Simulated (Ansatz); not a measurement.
Starting cell, BaHfO$_{3}$ (cubic perovskite):

```
BaHfO3
1.0
    8.41234     0.00000     0.00000
    4.20617     4.20617     0.00000
    0.00000     0.00000     4.20617
Ba Hf O
2 2 6
Direct
  0.00000   0.00000   0.00000
  0.50000   0.00000   0.00000
  0.00000   0.50000   0.50000
  0.50000   0.50000   0.50000
  0.75000   0.50000   0.50000
  0.25000   0.50000   0.50000
  0.00000   0.50000   0.00000
  0.50000   0.50000   0.00000
  0.25000   0.00000   0.50000
  0.75000   0.00000   0.50000
```

The atoms are displaced by Q × the pattern below (from a DFPT mode at M = (0.5, 0.5, 0.0), largest move 1; Q in Å), at fixed cell. It is one choice among 3 degenerate patterns. (q is in reciprocal vectors of the primitive cell; the cell shown is doubled to hold the pattern.)

| atom | x | y | z |
|---|---|---|---|
| Ba1 | 0.000 | 0.000 | 1.000 |
| Ba2 | 0.000 | 0.000 | -1.000 |

Atoms not listed stay in place.

All values below come from PBE (plane waves to 420 eV, PAW, scalar-relativistic; Ansatz, a program for electronic structure). k mesh 8×8×8 (Γ-centred), Fermi-Dirac smearing 0.05 eV. Energies are smeared free energies. BaHfO3 is run without spin polarisation. BaHfO3 was relaxed with its symmetry unable to fall. Spin-orbit coupling is left out, though Hf is heavy. ΔE is measured from the undisplaced structure.

```json
[
 {"Q (Å)": "-0.1000", "ΔE (meV/cell)": "31.0"},
 {"Q (Å)": "-0.0833", "ΔE (meV/cell)": "21.5"},
 {"Q (Å)": "-0.0667", "ΔE (meV/cell)": "13.7"},
 {"Q (Å)": "-0.0500", "ΔE (meV/cell)": "withheld"},
 {"Q (Å)": "-0.0333", "ΔE (meV/cell)": "3.4"},
 {"Q (Å)": "-0.0167", "ΔE (meV/cell)": "0.9"},
 {"Q (Å)": "0.0000", "ΔE (meV/cell)": "0.0"},
 {"Q (Å)": "0.0167", "ΔE (meV/cell)": "0.9"},
 {"Q (Å)": "0.0333", "ΔE (meV/cell)": "3.4"},
 {"Q (Å)": "0.0500", "ΔE (meV/cell)": "withheld"},
 {"Q (Å)": "0.0667", "ΔE (meV/cell)": "13.7"},
 {"Q (Å)": "0.0833", "ΔE (meV/cell)": "21.5"},
 {"Q (Å)": "0.1000", "ΔE (meV/cell)": "31.0"}
]
```

Problem. Fit an even polynomial form (powers 2, 4) to the given rows and predict ΔE at Q = 0.0500.

Solution. Least squares on the 11 given rows: ΔE = (3075)·Q² + (2635)·Q⁴, in meV/cell with Q in Å; root-mean-square residual 0.03 meV/cell. At 0.0500 the fit gives 7.7 meV/cell; the calculation gives 7.7 meV/cell, the same to the digits shown. The quadratic term alone would give 7.7 meV/cell.

(For displaced atoms, the force is minus the slope of the energy, and its curvature is a force constant, which sets phonon frequencies.)
